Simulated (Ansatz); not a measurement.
## Li$_{7}$Sb (P-6m2)

Theory: DFT PBE, scalar-relativistic, plane waves, PAW in Ansatz.

Settings: cutoff 420 eV, Γ-centred mesh 9×9×8 on the computed 8-atom cell, Gaussian smearing of 0.10 eV; no spin polarisation.

The structure is relaxed at this level of theory with its symmetry kept, and needn't be the ground state of this composition.

Space group P-6m2 (No. 187). a = 6.047 Å, b = 6.047 Å, c = 4.746 Å, α = 90.00°, β = 90.00°, γ = 120.00°
```csv
atom,site,symmetry,x,y,z
Li,3j,mm2,0.0052,0.5026,0.0000
Li,3k,mm2,0.1595,0.8405,0.5000
Li,1f,-6m2,0.6667,0.3333,0.5000
Sb,1a,-6m2,0.0000,0.0000,0.0000
```

Formation energy from the elements' standard states (uncorrected)?

-0.254 eV/atom.

Kohn–Sham band gap?

none (metal).

Density of states at the Fermi level?

2.4 states/eV per cell.

Spin-orbit coupling is left out, which matters for the bands of heavy elements.

The cell was found from a structure generator's guess, not taken from experiment.
